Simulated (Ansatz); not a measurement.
**Calculated with Ansatz: LuTa₂Ag, settings compared**

input.yaml:

```yaml
crystal:
  lattice:
    - [3.917113, 0.0, 0.0]
    - [0.0, 3.917113, 0.0]
    - [0.0, 0.0, 9.623814]
  atoms:
    - { symbol: Ta, position: [0.75, 0.25, 0.0] }
    - { symbol: Ta, position: [0.25, 0.75, 0.0] }
    - { symbol: Ag, position: [0.75, 0.25, 0.5] }
    - { symbol: Ag, position: [0.25, 0.75, 0.5] }
    - { symbol: Ta, position: [0.25, 0.25, 0.67363] }
    - { symbol: Ta, position: [0.75, 0.75, 0.32637] }
    - { symbol: Lu, position: [0.25, 0.25, 0.23788] }
    - { symbol: Lu, position: [0.75, 0.75, 0.76212] }
  symmetry: { tolerance: 0.0003 }
kpoints:
  mp_grid: { grid: [5, 5, 2], shift: [0, 0, 0] }
magnetization:
  spin_polarized: false
scf:
  occupations: { method: fermi_dirac }
hamiltonian:
  pseudopotentials: { kind: paw }
  xc: pbe
basis:
  ecutwfc: 420
output:
  forces: true
  stress: true
  eigenvalues: true
relax:
  max_steps: 40
  cell: {}
```

Run with:

```bash
ansatz run input.yaml --threads 1 --pin off --max-ram 2560MiB --backend cpu --events-out ev --progress --plain --runs-dir out
```

Origin of the cell: a known structure type with other elements, at an estimated volume, so it need not be a known compound.

The smearing width isn't typed, so it takes its default of 0.1 eV.

Output of this run (shortened):

```
SCF iter   1: F=—  HF=-84368.452588 eV  Δρ=5.66e-3  dr2=5.52e-2  defer=2
SCF iter   2: F=—  HF=-84368.444243 eV  Δρ=3.19e-3  dr2=2.34e-2  defer=3
SCF iter   3: F=—  HF=-84368.444535 eV  Δρ=1.56e-3  dr2=5.39e-3  defer=3
SCF iter   4: F=—  HF=-84368.441046 eV  Δρ=6.04e-4  dr2=1.60e-3  defer=3
SCF iter   5: F=—  HF=-84368.440949 eV  Δρ=2.57e-4  dr2=1.83e-4  defer=4
SCF iter   6: F=—  HF=-84368.440919 eV  Δρ=6.58e-5  dr2=1.37e-5  defer=4
SCF iter   7: F=—  HF=-84368.440928 eV  Δρ=4.01e-5  dr2=3.04e-6  defer=4
SCF iter   8: F=—  HF=-84368.440928 eV  Δρ=1.60e-5  dr2=6.25e-7  defer=4
SCF iter   9: F=-84368.440928 eV  HF=-84368.440928 eV  Δρ=3.52e-6  dr2=1.72e-8
relax step   1: F+E_penalty+E_count = -84368.440928 eV  Δ(F+E_penalty+E_count) = +0.000e0 eV  max|allowed force component| = 5.496e0 eV/Å  Δτ_max = 0.0000 Å  P = +20.747 GPa  Ω = 147.666 Å³ […]
relax step   2: F+E_penalty+E_count = -84370.830815 eV  Δ(F+E_penalty+E_count) = -2.390e0 eV  max|allowed force component| = 2.472e0 eV/Å  Δτ_max = 0.1950 Å  P = +3.056 GPa  Ω = 158.839 Å³  e […]
relax step   3: F+E_penalty+E_count = -84371.768446 eV  Δ(F+E_penalty+E_count) = -9.376e-1 eV  max|allowed force component| = 1.611e0 eV/Å  Δτ_max = 0.1923 Å  P = +2.274 GPa  Ω = 156.222 Å³ […]
relax step   4: F+E_penalty+E_count = -84372.337269 eV  Δ(F+E_penalty+E_count) = -5.688e-1 eV  max|allowed force component| = 1.618e0 eV/Å  Δτ_max = 0.1204 Å  P = -0.134 GPa  Ω = 158.886 Å³ […]
relax step   5: F+E_penalty+E_count = -84373.112666 eV  Δ(F+E_penalty+E_count) = -7.754e-1 eV  max|allowed force component| = 1.794e0 eV/Å  Δτ_max = 0.1948 Å  P = +2.182 GPa  Ω = 156.707 Å³ […]
[… 5 lines left out …]
relax step  11: F+E_penalty+E_count = -84374.006957 eV  Δ(F+E_penalty+E_count) = -3.098e-4 eV  max|allowed force component| = 4.659e-3 eV/Å  Δτ_max = 0.0068 Å  P = -0.015 GPa  Ω = 163.881 Å³ […]
relax step  12: F+E_penalty+E_count = -84374.023915 eV  Δ(F+E_penalty+E_count) = -1.696e-2 eV  max|allowed force component| = 4.645e-3 eV/Å  Δτ_max = 0.0000 Å  P = +0.087 GPa  Ω = 163.881 Å³  stress off target by 1.46e-1 GPa […]
relax step  13: F+E_penalty+E_count = -84374.024167 eV  Δ(F+E_penalty+E_count) = -2.520e-4 eV  max|allowed force component| = 4.309e-3 eV/Å  Δτ_max = 0.0023 Å  P = -0.104 GPa  Ω = 164.115 Å³ […]
relax step  14: F+E_penalty+E_count = -84374.024302 eV  Δ(F+E_penalty+E_count) = -1.352e-4 eV  max|allowed force component| = 1.159e-3 eV/Å  Δτ_max = 0.0023 Å  P = +0.010 GPa  Ω = 163.916 Å³ […]
relax step  15: F+E_penalty+E_count = -84374.024352 eV  Δ(F+E_penalty+E_count) = -4.981e-5 eV  max|allowed force component| = 1.094e-3 eV/Å  Δτ_max = 0.0000 Å  P = +0.010 GPa  Ω = 163.916 Å³  stress off target by 1.17e-2 GPa […]
SCF 15 converged in 6 iterations: F = -84374.024352 eV  dr2 = 2.17e-11
basis re-selected at this cell: Δ(F+E_penalty+E_count) = -4.981e-5 eV, ΔP = -0.000 GPa vs the last step (what re-selecting the basis moved, of the pressure what is left beyond the Pulay corre […]
SCF converged after 6 iterations
Free energy (F): -84374.024352 eV
Harris-Foulkes:  -84374.024352 eV  (|F-HF|=2.91e-11)
Internal energy: -84373.823901 eV  (E = F + TS)
E sigma→0 (E₀):  -84373.924127 eV
Entropy (-TS):   -0.200451 eV (-25.056 meV/atom)
Fermi energy:    16.814692 eV
--- Per-component energies (eV) ---
  E_band       = -866.570963
  E_kinetic    = 3352.964328
  E_local      = -20946.767594  (includes V_loc(G=0)·N_el)
  E_nonlocal   = 1366.705074
  E_hartree    = 8864.085704
  E_xc         = -1679.803229
  E_vxc        = -1802.409549  (∫ρ·V_xc dr)
  E_paw        = -56135.136678  (= ΣΔE_a)
  E_vpaw       = -565.236086  (= ΣTr[D̂ρ^β])
  E_aug_tail   = 0.001265  (compensation charges beyond the density's cutoff)
  E_ewald      = -19195.872771
  E_smearing   = -0.200451  (= −TS)
  Σ components = -84374.024352   (vs F -84374.024352, Δ=0.00e0)
--- Forces (eV/Å), atoms counted from 1 ---
  atom   1  Ta     0.000000     0.000000    -0.000000
  atom   2  Ta    -0.000000     0.000000    -0.000000
  atom   3  Ag     0.000000    -0.000000     0.000000
  atom   4  Ag     0.000000    -0.000000    -0.000000
  atom   5  Ta    -0.000000     0.000000     0.000416
  atom   6  Ta    -0.000000     0.000000    -0.000416
  atom   7  Lu    -0.000000     0.000000    -0.001094
  atom   8  Lu     0.000000     0.000000     0.001094
  max |Σ_I F_I| component: 1.73e-17 eV/Å
--- Stress (GPa, compression-positive) ---
        0.009378      -0.000000       0.000000
       -0.000000       0.009378      -0.000000
        0.000000      -0.000000       0.011681
  P = ⅓ Tr σ = 0.0101 GPa (0.101 kbar)
--- Relaxed structure (13 steps of the walk, 13 accepted, 2 SCFs on fresh bases) ---
  F+E_penalty+E_count = -84374.024352 eV   max|allowed force component| = 1.094e-3 eV/Å   (the final SCF, on the basis selected at the relaxed cell)
  cell:  # Å, volume = 163.9155 Å³
    - [4.347984, 0.0, 0.0]
    - [0.0, 4.347984, 0.0]
    - [0.0, 0.0, 8.670501]
  atoms:
    - { symbol: Ta, position: [0.75, 0.25, 8.111e-19] }
    - { symbol: Ta, position: [0.25, 0.75, 8.111e-19] }
    - { symbol: Ag, position: [0.75, 0.25, 0.500000] }
    - { symbol: Ag, position: [0.25, 0.75, 0.500000] }
    - { symbol: Ta, position: [0.25, 0.25, 0.784647] }
    - { symbol: Ta, position: [0.75, 0.75, 0.215353] }
    - { symbol: Lu, position: [0.25, 0.25, 0.264873] }
    - { symbol: Lu, position: [0.75, 0.75, 0.735127] }
```

The same input was run again with these changes:

1. `hamiltonian.xc` pbe → revpbe; `scf.convergence.dr2_threshold` default → 1.0e-11; `hamiltonian.hubbard` default → { sites: [{ species: Ag, l: d, u_eff: 3.0 }], double_counting: fll }
2. `basis.xc_grid` default → 2; `scf.eigensolver.kind` default → davidson; `basis.precision` default → f64
3. `scf.algorithm` default → direct_min; `kpoints.mp_grid.grid` [5, 5, 2] → [4, 4, 2]
4. `basis.ecutrho_ratio` default → 9

```tsv
run	end	SCF iterations	volume (Å³/atom)	max force component (eV/Å)	moment (μB)	ΔE(σ→0) (meV/atom)
base	converged	128	20.49	0.001	–	0
1	converged	216	21.21	0.002	–	–
2	converged	124	20.49	0.001	–	0.00
3	converged	90	20.48	0.003	–	4.16
4	converged	128	20.49	0.001	–	0.00
```

Energies are compared only where functional, datasets, charge and starting cell are the same.

Not properties of the system: run 3 (too coarse or loose: `kpoints.mp_grid.grid` = [4, 4, 2]).

Caveats of the base run: no dispersion correction, so spacings can come out too large where layers or molecules are weakly bound; no moments, though an odd count or open d shells may carry them; no spin-orbit coupling, though heavy elements are present; the given cell is far from equilibrium, with atoms too close or a volume far off; the k mesh is coarse if the cell is a metal; the relaxation held the start's symmetry, so the end may be a saddle point.

Run 1: forces of this functional can be a tenth off on datasets made under PBE.

The base run ran for 3.4 min on 1 thread of Intel(R) Xeon(R) Platinum 8259CL CPU @ 2.50GHz (Skylake/Cascade Lake), with other jobs on the host, peak memory 0.59 GiB, from the program's own first density.
